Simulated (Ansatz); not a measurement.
Zr$_{2}$CuS$_{4}$:
```yaml
crystal:
  lattice:
    - [0.00000, 5.20104, 5.20104]
    - [5.20104, 0.00000, 5.20104]
    - [5.20104, 5.20104, 0.00000]
  atoms:
    - { symbol: Zr, position: [0.12500, 0.62500, 0.62500] }
    - { symbol: Zr, position: [0.62500, 0.62500, 0.12500] }
    - { symbol: Zr, position: [0.62500, 0.12500, 0.62500] }
    - { symbol: Zr, position: [0.62500, 0.62500, 0.62500] }
    - { symbol: Cu, position: [0.00000, 0.00000, 0.00000] }
    - { symbol: Cu, position: [0.25000, 0.25000, 0.25000] }
    - { symbol: S, position: [0.87358, 0.87358, 0.87358] }
    - { symbol: S, position: [0.87075, 0.37642, 0.37642] }
    - { symbol: S, position: [0.87358, 0.87358, 0.37925] }
    - { symbol: S, position: [0.37642, 0.87075, 0.37642] }
    - { symbol: S, position: [0.37925, 0.87358, 0.87358] }
    - { symbol: S, position: [0.37642, 0.37642, 0.37642] }
    - { symbol: S, position: [0.87358, 0.37925, 0.87358] }
    - { symbol: S, position: [0.37642, 0.37642, 0.87075] }
```

Relaxed with r²SCAN. Special points in fractions of this cell's reciprocal vectors: Γ (0.000, 0.000, 0.000); X (0.500, 0.000, 0.500); U (0.625, 0.250, 0.625); K (0.375, 0.375, 0.750); L (0.500, 0.500, 0.500); W (0.500, 0.250, 0.750).

Problem. List the band energies nearest the Fermi level at these points for the program Ansatz at the r²SCAN level (PAW).

Solution. In eV from the Fermi level; about four levels below and three above (degenerate sets whole), none deeper than 8.9 eV; points with the same levels are listed once.

```
k                          below                above
-  -----------------------------  -------------------
Γ  -1.05 -1.05 -1.05 -0.71 -0.71       0.56 0.56 0.56
X        -1.77 -1.77 -0.21 -0.21  1.14 1.14 1.53 1.53
U        -1.94 -1.88 -1.85 -1.71       0.07 0.20 0.89
L        -1.77 -1.77 -1.50 -1.50       0.12 0.12 0.23
W        -1.95 -1.95 -1.80 -1.80  0.48 0.48 0.49 0.49
```

Space group Fd-3m (spinel). The workflow started from a Materials Project entry (that database holds measured and hypothetical structures alike); the Crystallography Open Database files this formula in space group No. 227, but the cells were not matched. Whether it is the stable phase at ambient conditions was not checked. The r²SCAN relaxation kept the symmetry of its start; its stability against distortions is not shown here. The run is not spin-polarised. Spin–orbit coupling is left out wherever it is not named.

Potentials: the later of the program's two PAW sets.
